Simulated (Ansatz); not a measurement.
GeS:
```
CELL_PARAMETERS angstrom
     10.66100     0.00000     0.00000
      0.00000     3.68066     0.00000
      0.00000     0.00000     4.35617
ATOMIC_POSITIONS crystal
  Ge 0.87549 0.25000 0.36507
  Ge 0.12451 0.75000 0.63493
  Ge 0.62451 0.75000 0.86507
  Ge 0.37549 0.25000 0.13493
  S  0.65070 0.25000 0.49517
  S  0.34930 0.75000 0.50483
  S  0.84930 0.75000 0.99517
  S  0.15070 0.25000 0.00483
```

PBE+D3(BJ) in the plane-wave PAW code Ansatz gives a gap of 1.22 eV without spin–orbit coupling, maximum on the Γ–Z line, 62 % of the way from Γ, minimum at Γ.

Q: What happens when spin–orbit coupling is switched on?

A: The gap drops by 0.01 eV, to 1.21 eV; maximum on the Γ–Z line, 62 % of the way from Γ, minimum at Γ.

Q: Give the electron effective mass with spin–orbit coupling.

A: 0.11, 1.3, 6.1 mₑ (principal values).

Q: Give the hole effective mass with spin–orbit coupling.

A: 0.24, 0.57, 3.0 mₑ (principal values).

Space group Pnma. The PBE+D3(BJ) relaxation kept the symmetry of its start.

Potentials: the later of the program's two PAW sets.
